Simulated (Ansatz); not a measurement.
**Pressure against volume: Si$_{2}$W**

```yaml
crystal:
  lattice:
    - [-1.60600, 1.60600, 3.94000]
    - [1.60600, -1.60600, 3.94000]
    - [1.60600, 1.60600, -3.94000]
  atoms:
    - { symbol: Si, position: [0.33300, 0.33300, 0.00000] }
    - { symbol: Si, position: [0.66700, 0.66700, 0.00000] }
    - { symbol: W, position: [0.00000, 0.00000, 0.00000] }
```

The conventional cell has a = 3.212 Å, b = 3.212 Å, c = 7.880 Å, α = 90.00°, β = 90.00°, γ = 90.00°. Si (atom 1) is surrounded by 5 Si at 2.62 to 2.63 Å and 5 W at 2.62 Å. Around W (atom 3) lie 10 Si at 2.62 Å.

The geometry is COD entry 1010283, unchecked; take it as a test cell. It differs from other determinations.

Spin–orbit coupling is left out, though it moves levels of the heavy atoms by tenths of an eV or more.

All numbers are computed: DFT, PBEsol, all-electron LAPW, scalar-relativistic (Ansatz 0.2.0); DFT, PBEsol, PAW with Ansatz's default frozen-core files, scalar-relativistic (Ansatz 0.2.0).

For LAPW: a Γ-centred 18×18×18 k mesh, Fermi–Dirac smearing of 0.03 eV, basis error target 0.5 meV/atom, no spin polarisation. PAW takes a cutoff of 420 eV at this cell (files made with PBE, cores remade for this functional). The Ansatz runs share mesh, smearing and spin set-up. Plane-wave (PAW) pressures include the program's estimate of the Pulay term.

The cell above is scaled evenly, with fractional coordinates and shape held.

```tsv
V/V(cell)	V (Å³/atom)	P, LAPW (GPa)	P, PAW (GPa)
0.9400	12.737	12.00	12.11
0.9600	13.008	6.24	6.31
0.9800	13.279	1.07	1.12
0.9900	13.414	?	?
1.0000	13.550	-3.56	-3.54
1.0100	13.685	-5.70	-5.68
1.0200	13.821	-7.72	-7.71
1.0400	14.092	-11.43	-11.45
1.0600	14.363	-14.77	-14.79
```

Fill in the row V/V(cell) = 0.9900.

P, LAPW (GPa) = -1.31, P, PAW (GPa) = -1.28.

What do Birch–Murnaghan fits to the pressures give?

LAPW: V0 = 13.34 Å³/atom, B0 = 235 GPa, B0′ = 4.4; PAW: V0 = 13.34 Å³/atom, B0 = 236 GPa, B0′ = 4.4.

PAW's V0 lies 0.02 % from the all-electron value and its B0 0.4 %. With shape and internal coordinates held, B0 is an upper bound to the relaxed modulus.
